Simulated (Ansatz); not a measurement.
A generator proposed this cell of SrAl2Os.

```
Sr Al Os
1.0
     3.53182    0.00000    0.00000
    -1.76591    3.05865    0.00000
     0.00000    0.00000    9.59591
Sr Al Os
1 2 1
Direct
  0.33333 0.66667 0.50000
  0.00000 0.00000 0.79757
  0.00000 0.00000 0.20243
  0.33333 0.66667 0.00000
```

The calculation used DFT PBE, scalar-relativistic, plane waves, PAW in Ansatz 0.2.0. Plane waves to 420 eV, a k mesh through Γ of 6×6×2 on the computed 4-atom cell and Gaussian smearing (0.10 eV); no spin polarisation.

Formation energies are uncorrected and refer to the elements' standard structures at the same level.

Question: Estimate its pressure, forces and energy as it stands.

Answer: The pressure is -12.2 GPa (the mean over three directions, positive in compression), the largest force is 1.76 eV/Å, and the energy is +0.54 eV/atom against the elements. The shortest distance is 2.82 Å.

Question: How much does it gain on relaxing, and where does it end?

Answer: Relaxing gains about 0.30 eV/atom (the start's value is from the coarse mesh, so the gain is rough) in 14 ionic steps and ends at +0.24 eV/atom on the finer mesh. The symmetry stays P-6m2 (No. 187). The volume per atom shrinks by 21.8 %, from 25.9 to 20.3 Å³. The shortest distance goes from 2.82 Å (Al–Os) to 2.57 Å (Al–Os). Conventional cell: a = 3.177 Å, c = 9.272 Å. Sr is surrounded by 6 Sr at 3.18 Å and 6 Al at 3.38 Å; around Al lie 3 Os at 2.57 Å, 6 Al at 3.18 Å and 3 Sr at 3.38 Å; around Os lie 6 Al at 2.57 Å and 6 Os at 3.18 Å.

The last run used an 18×18×6 mesh (in the run's order of axes) for its 4-atom cell and Gaussian smearing of 0.10 eV. These runs have no spin–orbit coupling, which can matter for Os. The relaxation can't lower the symmetry of the start. A structure relaxed within its symmetry needn't be a true minimum. Another cell of SrAl2Os relaxed alike, in P4/mmm, lies 0.42 eV/atom lower, so this cell isn't the stable form at this level.
